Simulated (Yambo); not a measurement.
Space group F-43m (No. 216); a = b = c = 5.2890 Å, α = β = γ = 90.00°

| atom | site | symmetry | x | y | z |
|---|---|---|---|---|---|
| Cl | 4a | -43m | 0.0000 | 0.0000 | 0.0000 |
| Cu | 4d | -43m | 0.7500 | 0.7500 | 0.7500 |
(The calculation used a cell of 2 atoms; values per cell refer to that cell.)

CuCl (zinc blende, space group F-43m, No. 216) under isotropic strain (on all lattice vectors), counted from the cell relaxed with PBEsol, atoms relaxed at each step. PBEsol (Quantum ESPRESSO, PseudoDojo norm-conserving, 92 Ry, scalar-relativistic); G0W0 in Yambo (4×4×4 Γ-centred k mesh, bands 5 to 92 and a 10 Ry block in the screening, 92 bands in G with the Bruneval-Gonze terminator, plasmon pole fitted at 27.2 eV).

Unstrained, the direct gap at Γ is 0.54 eV in PBEsol and 1.64 eV in G0W0.

Q: How fast does it move with strain?

A: Between -0.7 % and +1 % the direct gap at Γ has a volume deformation potential dE/dlnV of -2.2 eV in G0W0 and -2.0 eV in PBEsol. (G0W0: 1.694 eV at -0.7 %, 1.581 eV at +1 %; Δ ln V = 3 ln(1.01/0.993) = 0.0509.) Convergence of the GW settings isn't established. The filled Cu 3d shell has no Hubbard U; semilocal functionals place it too high.
